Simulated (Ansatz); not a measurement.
Relaxed-ion elastic tensor of InF₃ in space group R-3c (No. 167; In on 6b, F on 18e) in GPa (Voigt order), DFT-r²SCAN in the program Ansatz with PAW potentials; density 4.81 g/cm³, 14.81 Å³ per atom.

```
 40.2   -9.3   22.4  -19.4    0.0    0.0
 -9.3   40.2   22.4   19.4    0.0    0.0
 22.4   22.4   71.5    0.0    0.0    0.0
-19.4   19.4    0.0   41.1    0.0    0.0
  0.0    0.0    0.0    0.0   41.1  -19.4
  0.0    0.0    0.0    0.0  -19.4   24.8
```

Question: Is the crystal mechanically stable?

Answer: Yes: the smallest eigenvalue of C is 11.8 GPa.

Question: Work out the Voigt, Reuss and Hill averages.

Answer: K_V = 24.8, K_R = 14.3, K_H = 19.5; G_V = 29.2, G_R = 15.2, G_H = 22.2 GPa.

Question: Give Young's modulus, Poisson's ratio, Pugh's ratio and the universal anisotropy index.

Answer: E = 9KG/(3K + G) = 48.2 GPa; ν = 0.09; K/G = 0.88 (brittle by the Pugh limit of 1.75); A_U = 5G_V/G_R + K_V/K_R − 6 = 5.35.

Question: Estimate the sound speeds and the Debye temperature.

Answer: v_l = √((K + 4G/3)/ρ) = 3190 m/s, v_t = √(G/ρ) = 2150 m/s, mean 2340 m/s; Θ = (h/k)(3n/4πV)^(1/3) v_m = 284 K.

Question: Solve the Christoffel equation for the three sound speeds along x, y, z.

Answer: Eigenvalues of C_ijkl n_j n_l equal ρv². In km/s, slowest first: x 1.57, 2.89, 3.35; y 2.10, 2.27, 3.53; z 2.92, 2.92, 3.85.

Question: How much does each axis shrink under pressure?

Answer: Linear compressibilities β_i = Σ_j S_ij (j = 1 to 3): x 41, y 41, z -12 per TPa.

The first step of the workflow began from a Materials Project structure, measured or hypothetical; the Crystallography Open Database files this formula in space group No. 167, but the cells were not matched. Whether it is the stable phase at ambient conditions was not checked. Symmetry was held in the r²SCAN relaxation; its stability against distortions is not shown here.

Potentials: the later of the program's two PAW sets.
